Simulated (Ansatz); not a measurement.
CaO, first-principles data

CaO:
```yaml
crystal:
  lattice:
    - [4.16887, 0.00000, 0.00000]
    - [0.00000, 4.16887, 0.00000]
    - [0.00000, 0.00000, 3.19549]
  atoms:
    - { symbol: Ca, position: [0.50000, 0.00000, 0.29331] }
    - { symbol: Ca, position: [0.00000, 0.50000, 0.70669] }
    - { symbol: O, position: [0.00000, 0.00000, 0.00000] }
    - { symbol: O, position: [0.50000, 0.50000, 0.00000] }
```

Space group P4/nmm (No. 129); conventional cell a = b = 4.169 Å, c = 3.195 Å, α = β = γ = 90.00°.

Method: r²SCAN (plane waves, PAW; program Ansatz). Geometry: relaxed at this level of theory. Other levels are named where they apply.

### Cell and energy

```yaml
volume_per_atom: 13.88 Å³
density: 3.35 g/cm³
Formation energy from the elements (no fitted shifts): -2.80 eV/atom
```

### Electronic structure

```yaml
band_gap: 4.06 eV (indirect)
valence_band_maximum: on the M–Γ line, 59 % of the way from M
conduction_band_minimum: at Γ
smallest_direct_gap_on_the_standard_path: 4.21 eV
electron_effective_mass: 0.47 mₑ (isotropic)
hole_effective_mass: 0.88, 1.9, 2.9 mₑ (principal values)
HSE06 gap on the r²SCAN cell: 4.83 eV
```

### Mechanics

```yaml
Bulk modulus (Birch–Murnaghan fit): 33.4 GPa
Pressure derivative B′: 8.8
```

### Charges

```yaml
bader_charges: Ca +1.50, O -1.50 e
```

The start of the workflow was typed in or built on a structure type; neither database checked (COD, Materials Project) lists it. It is not the phase usual at ambient conditions (space group No. 225). The r²SCAN relaxation kept the symmetry of its start; whether a distortion lowers the energy is not shown. The volume moved by -17 % from the start of the relaxation. The references are the lowest solids computed at this level, not always the standard phases (solids in place of the gases).

Potentials: the earlier of the program's two PAW sets. The files were generated under PBE; for other functionals the program regenerates the frozen cores, and for LDA and PBEsol the local potential too.
